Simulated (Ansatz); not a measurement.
Input file for Ansatz (a first-principles code):

Ansatz 0.2 input:
```yaml
crystal:
  lattice:
    - [3.0681303902, 0.0, 0.0]
    - [0.0, 3.0681303902, 0.0]
    - [0.0, 0.0, 3.0681303902]
  atoms:
    - { symbol: Tc, position: [0.0, 0.0, 0.0] }
    - { symbol: Ti, position: [0.5, 0.5, 0.5] }
kpoints:
  mp_grid: { grid: [10, 10, 10] }
  band_path:
    path:
      - [[0.0, 0.0, 0.0], [0.0, 0.5, 0.0], [0.5, 0.5, 0.0], [0.0, 0.0, 0.0], [0.5, 0.5, 0.5], [0.0, 0.5, 0.0]]  # Γ-X-M-Γ-R-X
      - [[0.5, 0.5, 0.5], [0.5, 0.5, 0.0]]  # R-M
    npoints: 12
basis: { xc_grid: 2 }
hamiltonian:
  xc: pbesol
  pseudopotentials: { kind: paw }
magnetization: { noncollinear: true, spin_orbit: true }
scf:
  n_extra_bands: 13
  convergence: { dr2_threshold: 0.0000000001 }
  occupations: { method: gaussian, width: 0.05 }
output: { eigenvalues: true }
```

Output (shortened):

```
Pseudopotential: Tc, paw, valence charge 15
Pseudopotential: Ti, paw_fr, valence charge 12
Functional definition: PBEsol
non-collinear run that drives no moment, with spin-orbit …
Crystal: 2 atoms, lattice volume = 28.882 Å³
Basis set: ecut = 500 eV, 739 PW (Γ), exchange–correlation on 48×48×48 points (8 copies of the dense FFT grid, shifted against one another)
Bands: 40, of which v1, the nominal top of the filled ones, is band 27 counted from 1 (26 counted from 0)
Symmetry: 48 space group operations + 48 with time reversal
k-points: 56 of 1000
Projection manifold: j_resolved (fully-relativistic pseudo-atomic orbitals)
SCF iter   1: F=—  HF=-7813.462484 eV  |F-HF|=—  |Δ(HF+E_count)|=         —  Δρ=6.76e-2  dr2=1.15e0  dr2_m=0.00e0 (ungated)  ethr=3.10e-3  |M|=0.00e0 ∫|m|=0.00e0 μB  |m|>n=0.0e0 m-floor=0.0e0 τ_xc=0.0e0  β_m=0.30  ⟨swp⟩=7.9  Hψ=5394  notcnv=0  defer=2
preconditioner: auto → none
SCF iter   2: F=—  HF=-7813.228573 eV  |F-HF|=—  |Δ(HF+E_count)|=   2.34e-1  Δρ=4.39e-2  dr2=4.41e-1  dr2_m=0.00e0 (ungated)  ethr=3.10e-3  |M|=0.00e0 ∫|m|=0.00e0 μB  |m|>n=0.0e0 m-floor=0.0e0 τ_xc=0.0e0  β_m=0.52  ⟨swp⟩=2.0  Hψ=1534  notcnv=0  defer=342
SCF iter   3: F=—  HF=-7813.417027 eV  |F-HF|=—  |Δ(HF+E_count)|=   1.88e-1  Δρ=8.53e-2  dr2=3.54e0  dr2_m=0.00e0 (ungated)  ethr=1.63e-3  |M|=0.00e0 ∫|m|=0.00e0 μB  |m|>n=0.0e0 m-floor=0.0e0 τ_xc=0.0e0  β_m=0.33  ⟨swp⟩=2.8  Hψ=1952  notcnv=0  defer=344  recentre
SCF iter   4: F=—  HF=-7813.080299 eV  |F-HF|=—  |Δ(HF+E_count)|=   3.37e-1  Δρ=9.40e-3  dr2=1.72e-2  dr2_m=0.00e0 (ungated)  ethr=1.63e-3  |M|=0.00e0 ∫|m|=0.00e0 μB  |m|>n=0.0e0 m-floor=0.0e0 τ_xc=0.0e0  β_m=0.53  ⟨swp⟩=2.4  Hψ=1580  notcnv=0  defer=342
SCF iter   5: F=—  HF=-7813.080455 eV  |F-HF|=—  |Δ(HF+E_count)|=   1.56e-4  Δρ=7.10e-3  dr2=2.54e-2  dr2_m=0.00e0 (ungated)  ethr=6.39e-5  |M|=0.00e0 ∫|m|=0.00e0 μB  |m|>n=0.0e0 m-floor=0.0e0 τ_xc=0.0e0  β_m=0.53  ⟨swp⟩=2.4  Hψ=1598  notcnv=0  defer=336
SCF iter   6: F=—  HF=-7813.078142 eV  |F-HF|=—  |Δ(HF+E_count)|=   2.31e-3  Δρ=5.17e-4  dr2=6.38e-5  dr2_m=0.00e0 (ungated)  ethr=6.39e-5  |M|=0.00e0 ∫|m|=0.00e0 μB  |m|>n=0.0e0 m-floor=0.0e0 τ_xc=0.0e0  β_m=0.56  ⟨swp⟩=1.9  Hψ=1212  notcnv=0  defer=336
SCF iter   7: F=—  HF=-7813.078124 eV  |F-HF|=—  |Δ(HF+E_count)|=   1.81e-5  Δρ=1.42e-4  dr2=7.49e-6  dr2_m=0.00e0 (ungated)  ethr=2.36e-7  |M|=0.00e0 ∫|m|=0.00e0 μB  |m|>n=0.0e0 m-floor=0.0e0 τ_xc=0.0e0  β_m=0.66  ⟨swp⟩=2.0  Hψ=1593  notcnv=0  defer=336
SCF iter   8: F=—  HF=-7813.078123 eV  |F-HF|=—  |Δ(HF+E_count)|=   9.48e-7  Δρ=1.36e-5  dr2=5.03e-8  dr2_m=0.00e0 (ungated)  ethr=2.77e-8  |M|=0.00e0 ∫|m|=0.00e0 μB  |m|>n=0.0e0 m-floor=0.0e0 τ_xc=0.0e0  β_m=0.70  ⟨swp⟩=2.1  Hψ=1315  notcnv=0  defer=336
SCF iter  11: F=-7813.078123 eV  HF=-7813.078123 eV  |F-HF|=3.64e-12  |Δ(HF+E_count)|=  2.82e-11  Δρ=1.22e-7  dr2=4.78e-12  dr2_m=0.00e0 (ungated)  ethr=1.00e-12  |M|=0.00e0 ∫|m|=0.00e0 μB  |m|>n=0.0e0 m-floor=0.0e0 τ_xc=0.0e0  ⟨swp⟩=6.9  Hψ=3438  notcnv=0
SCF 1 converged in 11 iterations: F = -7813.078123 eV  dr2 = 4.78e-12
NSCF: frozen V_eff on 74 k-points
SCF converged after 11 iterations
Magnetization: |M| = 0.0000 μB,  M = (+0.0000, +0.0000, +0.0000) μB
Absolute magnetization: 0.0000 μB (∫|m|)
  site 0: m = (+0.0000, +0.0000, +0.0000) μB, |m| = 0.0000 μB  (R = 1.10 Å)
  site 1: m = (+0.0000, +0.0000, +0.0000) μB, |m| = 0.0000 μB  (R = 1.10 Å)
Free energy (F): -7813.078123 eV
Harris-Foulkes:  -7813.078123 eV  (|F-HF|=3.64e-12)
Internal energy: -7813.074460 eV  (E = F + TS)
E sigma→0 (E₀):  -7813.076291 eV
Entropy (-TS):   -0.003662 eV (-1.831 meV/atom)
Fermi energy:    18.816284 eV
--- Per-component energies (eV) ---
  E_band       = -182.361458
  E_kinetic    = 900.477705
  E_local      = -1926.067389  (includes V_loc(G=0)·N_el)
  E_nonlocal   = 296.573519
  E_hartree    = 628.498308
  E_xc         = -336.314133
  E_vxc        = -417.857321  (∫ρ·V_xc dr)
  E_paw        = -4242.286585  (= ΣΔE_a)
  E_vpaw       = -292.484561  (= ΣTr[D̂ρ^β])
  E_aug_tail   = 0.000072  (compensation charges beyond the density's cutoff)
  E_ewald      = -3134.323511
  E_core_change = 0.367554  (= ΣΔE_core)
  E_smearing   = -0.003662  (= −TS)
  E_closure    = 0.000000  (closes the sum)
  Σ components = -7813.078123   (vs F -7813.078123, Δ=0.00e0)
  [band-id]    e_kinetic+e_local+e_nonlocal+2·e_hartree+e_vxc+e_vpaw+e_augmentation_tail = -182.361359   (vs E_band -182.361458, Δ=9.94e-5)
--- Band table (eV; the first three rows and the last of 56) ---
  k-point 0: bands = ["-47.1795", "-47.1795", "-37.1288", "-37.1288", "-21.2333", "-21.2333", "-18.3027", "-18.3027", "-18.3027", "-18.3027", "-13.8356", "-13.8356", "-13.1585", "-13.1585", "-13.1585", "-13.1585", "12.2539", "12.2539", "14.5799", "14.5799", …
  k-point 1: bands = ["-47.1775", "-47.1775", "-37.1275", "-37.1275", "-21.2369", "-21.2369", "-18.3149", "-18.3149", "-18.2980", "-18.2980", "-13.8449", "-13.8449", "-13.1782", "-13.1782", "-13.1613", "-13.1613", "12.4676", "12.4676", "14.6875", "14.6875", …
  k-point 2: bands = ["-47.1723", "-47.1723", "-37.1239", "-37.1239", "-21.2467", "-21.2467", "-18.3461", "-18.3461", "-18.2858", "-18.2858", "-13.8711", "-13.8711", "-13.2275", "-13.2275", "-13.1686", "-13.1686", "13.0700", "13.0700", "15.0018", "15.0018", …
  k-point 55: bands = ["-47.1226", "-47.1226", "-37.0649", "-37.0649", "-21.3762", "-21.3762", "-18.4757", "-18.4757", "-18.4757", "-18.4757", "-14.0517", "-14.0517", "-13.4063", "-13.4063", "-13.4063", "-13.4063", "16.2679", "16.2679", "16.2679", "16.2679", …
```

Cost: about 30 core-seconds (a rough figure) on shared cores.

Space group Pm-3m (CsCl type). The workflow started from an entry of the Crystallography Open Database (COD). Whether it is the stable phase at ambient conditions was not checked. The PBEsol relaxation kept the symmetry of its start; of distortions, only those at the zone centre were tested. The run is not spin-polarised.

Potentials: the later of the program's two PAW sets.

Ansatz is a plane-wave DFT program.
